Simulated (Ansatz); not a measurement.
Consider the following.

InP:
```yaml
crystal:
  lattice:
    - [3.38724, 0.00000, 0.00000]
    - [0.00000, 3.38724, 0.00000]
    - [0.00000, 0.00000, 3.38724]
  atoms:
    - { symbol: In, position: [0.00000, 0.00000, 0.00000] }
    - { symbol: P, position: [0.50000, 0.50000, 0.50000] }
```

This is the PBEsol-relaxed structure.

Problem. All from the program Ansatz at the PBEsol level (PAW), unless another level is named. Predict the Debye temperature from the elastic constants.

Solution. 140 K.

Problem. Give the elastic constants (relaxed ions, GPa).

Solution. C11 = 80.2, C12 = 72.3, C44 = 11.9.

Space group Pm-3m (CsCl type). A made-up cell: these elements were put on the sites of a structure type; neither database checked (COD, Materials Project) lists it. It is not the phase usual at ambient conditions (space group No. 216). The PBEsol relaxation kept the symmetry of its start; whether a distortion lowers the energy is not shown. As this level gives no gap, shear constants depend on the k-mesh and smearing (Fermi–Dirac, 0.1 eV here).

Potentials: the earlier of the program's two PAW sets. The files were generated under PBE; for other functionals the program regenerates the frozen cores, and for LDA and PBEsol the local potential too.
